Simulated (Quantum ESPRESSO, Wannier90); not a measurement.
## TiN (rock salt), plane waves to Wannier functions

```
begin unit_cell_cart
ang
    0.0000000000    2.1206250000    2.1206250000
    2.1206250000    0.0000000000    2.1206250000
    2.1206250000    2.1206250000    0.0000000000
end unit_cell_cart
begin atoms_frac
Ti   0.0000000000  0.0000000000  0.0000000000
N    0.5000000000  0.5000000000  0.5000000000
end atoms_frac
```

Materials Project entry mp-492; symmetrised, unrelaxed at this level. COD (Crystallography Open Database) has an entry of this formula and space group (matched by these alone). Computed values, not measurements, from PBEsol: Quantum ESPRESSO (norm-conserving PseudoDojo potentials, cutoff 68 Ry, no spin polarisation, no spin-orbit coupling) on a Γ-centred 10×10×10 mesh, then Wannier90. Density: 12×12×12 mesh, cold smearing 0.01 Ry. A non-magnetic state is assumed, with no Hubbard U on the 3d ions.

Functional, cutoff and mesh named above are those of the base row (PBEsol); the first column says what each row takes instead. Model: 8 functions from bands 6-22, start hydrogen-like Ti: d; N: p, disentangled but not localised (num_iter = 0), frozen window tied to the conduction edge or Fermi level of each row, as listed, which moves Ω_I and hoppings a little by itself. Energies are relative to the Fermi level; the misfit is to pw.x on a path, for states up to 1.0 eV relative to the Fermi level. The functional changes, each with its own PseudoDojo files and their cutoffs, on the same cell. The disentangled Ω_I can sit in another minimum from row to row.

```
functional  frozen to (eV)  Ω_I (Å²)  rms misfit (meV)  bottom of band 6 (eV)  on-site N2 pz minus Ti1 dz2 (eV)  hopping modulus N2 pz – Ti1 dz2, R = 0 0 1 (eV)  hopping modulus Ti1 dxy – Ti1 dxy, R = 0 0 1 (eV)  hopping modulus N2 px – N2 py, R = 0 0 1 (eV)
----------  --------------  --------  ----------------  ---------------------  --------------------------------  -----------------------------------------------  -------------------------------------------------  ---------------------------------------------
LDA                   1.50      6.70               3.2                  -8.03                             -4.87                                            2.140                                              0.558                                          0.383
PBE                   1.50      6.67               3.4                  -8.06                             -4.91                                            2.134                                              0.552                                          0.383
PBEsol                1.50      6.73               3.3                  -8.09                             -4.92                                            2.146                                              0.562                                          0.387
```
